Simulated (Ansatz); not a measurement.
BN:
```
BN
1.0
    2.60009     0.00000     0.00000
   -1.30004     2.25174     0.00000
    0.00000     0.00000     5.82107
B N
3 3
Direct
  0.50000   0.00000   0.50000
  0.00000   0.50000   0.16667
  0.50000   0.50000   0.83333
  0.50000   0.00000   0.00000
  0.00000   0.50000   0.66667
  0.50000   0.50000   0.33333
```

Tensor components refer to the Cartesian frame of this cell.

Question: Give the proper piezoelectric stress tensor with relaxed ions from plane-wave PAW r²SCAN (Ansatz code).

Answer: In C/m², rows x, y, z, Voigt columns; mesh uncertainty up to 0.00.
```
 0.00   0.00   0.00  -0.05   0.00   0.00
 0.00   0.00   0.00   0.00   0.05   0.00
 0.00   0.00   0.00   0.00   0.00   0.00
```

The elastic tensor of the same run (GPa):

```
 906   157  86.7   0.0   0.0   0.0
 157   906  86.7   0.0   0.0   0.0
86.7  86.7  1050   0.0   0.0   0.0
 0.0   0.0   0.0   327   0.0   0.0
 0.0   0.0   0.0   0.0   327   0.0
 0.0   0.0   0.0   0.0   0.0   374
```

Question: Convert to strain constants d = e·S.

Answer: In pC/N:
```
 0.0   0.0   0.0  -0.2   0.0   0.0
 0.0   0.0   0.0   0.0   0.2   0.0
 0.0   0.0   0.0   0.0   0.0   0.0
```

Space group P6_222. The cell is a constructed one: a structure type filled with these elements; neither database checked (COD, Materials Project) lists it. It is not the phase usual at ambient conditions (space group No. 186, 194, 216). The cell was relaxed with r²SCAN under the symmetry of its start; its stability against distortions is not shown here. A crystal of weakly bound chains computed without a dispersion correction: the cell and the soft elastic constants depend strongly on that.

Potentials: the later of the program's two PAW sets.
